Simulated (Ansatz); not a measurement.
CdSiN2:
```
CdSiN2
1.0
    1.44701     0.83543     5.46483
   -1.44701     0.83543     5.46483
    0.00000    -1.67086     5.46483
Cd Si N
1 1 2
Direct
  0.00000   0.00000   0.00000
  0.50000   0.50000   0.50000
  0.77371   0.77371   0.77371
  0.22629   0.22629   0.22629
```

Relaxed with PBEsol. Special points in fractions of this cell's reciprocal vectors: Γ (0.000, 0.000, 0.000); T (0.500, 0.500, 0.500); H2 (0.818, 0.182, 0.500); H0 (0.500, -0.182, 0.182); L (0.500, 0.000, 0.000); S0 (0.341, -0.341, 0.000); S2 (0.659, 0.000, 0.341); F (0.500, 0.000, 0.500).

**Question.** List the band energies nearest the valence-band maximum at these points for DFT-PBEsol in the program Ansatz with PAW potentials.

**Answer.** In eV from the valence-band maximum; about four levels below and three above (degenerate sets whole), none deeper than 8.9 eV; points with the same levels are listed once.

```csv
k,below,above
Γ,-1.31 -1.31 -0.75 -0.75,1.27 5.45 6.98
T,-1.54 -1.54 -0.55 -0.55,3.86 5.03 6.20
H2,-5.24 -4.00 -1.41 -1.39,4.27 4.87 6.10
L,-3.34 -3.29 -2.42 -1.30,3.51 4.51 5.03
S0,-5.21 -4.06 -1.42 -1.40,4.26 5.46 5.67
F,-3.75 -3.25 -0.70 -0.58,2.25 2.73 6.23
```

Space group R-3m. The start of the workflow was typed in or built on a structure type; neither database checked (COD, Materials Project) lists it. Its standing as an ambient phase is unchecked. Symmetry was held in the PBEsol relaxation; its stability against distortions is not shown here. Scalar-relativistic: spin–orbit coupling is off unless named, which matters more the heavier the elements.

Potentials: the later of the program's two PAW sets.
